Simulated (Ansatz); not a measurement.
RuS$_{2}$:
```yaml
crystal:
  lattice:
    - [5.63192, 0.00000, 0.00000]
    - [0.00000, 5.63192, 0.00000]
    - [0.00000, 0.00000, 5.63192]
  atoms:
    - { symbol: Ru, position: [0.00000, 0.00000, 0.00000] }
    - { symbol: Ru, position: [0.50000, 0.00000, 0.50000] }
    - { symbol: Ru, position: [0.50000, 0.50000, 0.00000] }
    - { symbol: Ru, position: [0.00000, 0.50000, 0.50000] }
    - { symbol: S, position: [0.38791, 0.38791, 0.38791] }
    - { symbol: S, position: [0.11209, 0.61209, 0.88791] }
    - { symbol: S, position: [0.88791, 0.11209, 0.61209] }
    - { symbol: S, position: [0.61209, 0.88791, 0.11209] }
    - { symbol: S, position: [0.61209, 0.61209, 0.61209] }
    - { symbol: S, position: [0.88791, 0.38791, 0.11209] }
    - { symbol: S, position: [0.11209, 0.88791, 0.38791] }
    - { symbol: S, position: [0.38791, 0.11209, 0.88791] }
```

Relaxed with r²SCAN.

Question: Map the electron localisation function on the plane through (0.000, 0.000, 0.000) spanned by u = [1, 0, 0] and v = [0, 1, 1] in lattice vectors, from r²SCAN in the plane-wave PAW code Ansatz.

Answer: x is the fraction of u, y of v (the angle between them is 90°; rows are the nearest grid lines); atoms in the plane: Ru at (0.00, 0.00), Ru at (0.00, 0.50), S at (0.39, 0.39), S at (0.61, 0.61).
```
|.-**=:-*%%%%%%%%%%%%%*-:=**-.|
|*##*=:-+*##*#####*###+-:=#%#*|
|#**+-::-+++++++++++*+=::-*###|
|::::::.............:...::---:|
|-==++=:.                ..::-|
|=+***+-.     ..:--::.     .-=|
|=+***+-.    .:=+***+-.    .:=|
|-++*+=-.   :=#%@%%###*=:...:-|
|:::---:.   -*%%#-..=%%%+-::::|
|+=--::..  .-*##=   +@@@+::+*+|
|##*+=::....-+#%*:.:#@@%-.-*##|
|-+##+::=+*+*#%%@%%%@@%=.:+*+-|
|-+*+:.=%@@%%%@%%#*+*+=::+##+-|
|##*-.-%@@#:.:*%#+-....::=+*##|
|+*+::+@@@+   =##*-.  ..::--=+|
|::::-+%%%=..-#%%*-   .:---:::|
|-:...:=*###%%@%#=:   .-=+*++-|
|=:.    .-+***+=:.    .-+***+=|
|=-.     .::--:..     .-+***+=|
|-::..                .:=++==-|
|:---::...:.............::::::|
|###*-::=+*+++++++++++-::-+**#|
|*#%#=:-+###*#####*##*+-:=*##*|
|.-**=:-*%%%%%%%%%%%%%*-:=**-.|
```
Scale: ten equal steps from 0.004 (start of ' ') to 0.907 (end of '@'), in the order ' .:-=+*#%@'; x runs from 0.000 to 1.00, y from 0.000 (bottom) to 1.00 (top).

The density is the valence pseudo-density with augmentation charge, so density and ELF within about 1 Å of a nucleus are not all-electron values.

Space group Pa-3. The r²SCAN relaxation kept the symmetry of its start; phonons on a q-mesh show no instability. The run is not spin-polarised.

Potentials: the later of the program's two PAW sets.
